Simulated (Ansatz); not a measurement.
Li2O (anti-fluorite)

```yaml
crystal:
  lattice:
    - [0.00000, 2.31309, 2.31309]
    - [2.31309, 0.00000, 2.31309]
    - [2.31309, 2.31309, 0.00000]
  atoms:
    - { symbol: Li, position: [0.75000, 0.75000, 0.75000] }
    - { symbol: Li, position: [0.25000, 0.25000, 0.25000] }
    - { symbol: O, position: [0.00000, 0.00000, 0.00000] }
```

Grid over V/V₀ and (c/a)/(c/a)₀, subscript 0 meaning the relaxed cell; the conventional c axis lies along z; no internal relaxation.

Calculation: PBE (plane waves to 420 eV, PAW, scalar-relativistic; Ansatz, a quantum-chemistry and plane-wave program). k mesh 12×12×12 (Γ-centred), Fermi-Dirac smearing 0.05 eV. Compression counts positive. Li2O was relaxed with its symmetry unable to fall. 

Problem. Predict the σzz (GPa) at all points of the grid V/V₀ = 0.920, 0.947, 0.973, 1.000, 1.027, 1.053, 1.080 by (c/a)/(c/a)₀ = 0.880, 0.920, 0.960, 1.000, 1.040, 1.080, 1.120.

Solution. σzz (GPa), with V/V₀ across and (c/a)/(c/a)₀ down:

```csv
(c/a)/(c/a)₀ \ V/V₀,0.920,0.947,0.973,1.000,1.027,1.053,1.080
0.880,23.2,19.9,17.0,14.5,12.2,10.1,8.3
0.920,18.1,14.9,12.2,9.7,7.5,5.5,3.8
0.960,13.0,9.9,7.2,4.9,2.8,0.9,-0.7
1.000,7.8,4.8,2.3,0.0,-2.0,-3.7,-5.3
1.040,2.4,-0.4,-2.8,-5.0,-6.8,-8.5,-9.9
1.080,-3.1,-5.8,-8.1,-10.1,-11.8,-13.3,-14.6
1.120,-8.8,-11.3,-13.4,-15.2,-16.8,-18.2,-19.4
```

(Under strain, the slope of the energy per volume gives the stress and its curvature an elastic modulus.)
